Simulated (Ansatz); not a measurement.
# Notes on Li₂SbIO₄

```xyz
8
Lattice="3.6177 0.0000 0.0000 0.0000 3.6177 0.0000 0.0000 0.0000 8.8728" Properties=species:S:1:pos:R:3 pbc="T T T"
I     0.0000    0.0000    4.4364
Li    1.8089    1.8089    6.5800
Li    1.8089    1.8089    2.2927
Sb    0.0000    0.0000    0.0000
O     1.8089    0.0000    7.6128
O     0.0000    1.8089    7.6128
O     1.8089    0.0000    1.2599
O     0.0000    1.8089    1.2599
```

Single point in Ansatz 0.2.0 with r2SCAN, no spin polarisation. Cutoff 500 eV, PAW datasets, 9×9×4 Γ-centred k mesh, fermi-dirac filling (width 0.1 eV).

Q: What does the stress say?

A: The pressure is -9.3 GPa (compression positive), so with the atoms held at these fractions the cell would first shrink. The principal stresses -11.4, -11.4, -5.1 GPa differ, so its shape would change too.

Q: What do density and ELF say about some of the short contacts?

A: Li–O at 2.08 Å: least valence density 0.13 e/Å³ and ELF 0.02 there. Sb–O at 2.20 Å: least valence density 0.54 e/Å³ and ELF 0.32 there. I–Li at 3.34 Å: least valence density 0.03 e/Å³ and ELF 0.01 there, so no covalent bond. Both are smooth PAW fields, read partly inside the augmentation spheres.

Q: Is there a gap?

A: It is a metal, with about 5.1 states/eV a cell as the mean within 0.25 eV of the Fermi level, mostly O p (72 %) and I p (27 %).

Q: Where is the largest force?

A: The largest is on Li2 (and as large on other atoms): 0.74 eV/Å, components (0.00, 0.00, 0.74). It makes 60° with the line to a nearest neighbour, O5 at 2.08 Å.

Origin: a known structure type with other elements, at an estimated volume, so it need not be a known compound. Caveats: many states at the Fermi level without spin polarisation, so a magnetic state may lie lower.
